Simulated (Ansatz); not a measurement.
Here is the system:

LaSi3Ir:
```
CELL_PARAMETERS angstrom
     -2.14320     2.14320     4.93858
      2.14320    -2.14320     4.93858
      2.14320     2.14320    -4.93858
ATOMIC_POSITIONS crystal
  La 0.00160 0.00160 0.00000
  Si 0.23817 0.73817 0.50000
  Si 0.73817 0.23817 0.50000
  Si 0.58699 0.58699 0.00000
  Ir 0.34557 0.34557 0.00000
```

This is the r²SCAN-relaxed structure.

**Question.** All from r²SCAN (plane waves, PAW; program Ansatz), unless another level is named. Estimate the electronic character.

**Answer.** metallic (no gap).

**Question.** Predict the formation energy from the elements (no fitted shifts).

**Answer.** -0.89 eV/atom.

**Question.** Give the density of states at the Fermi level.

**Answer.** 0.31 states/eV per atom (mean over ±0.08 eV).

Space group I4mm. The first step of the workflow began from a Materials Project structure, measured or hypothetical; the Crystallography Open Database files this formula in space group No. 107, but the cells were not matched. Whether it is the stable phase at ambient conditions was not checked. The r²SCAN relaxation kept the symmetry of its start; its stability against distortions is not shown here. The run is not spin-polarised. The references are the lowest solids computed at this level, not always the standard phases. Scalar-relativistic: spin–orbit coupling is off unless named, which matters more the heavier the elements.

Potentials: the later of the program's two PAW sets.
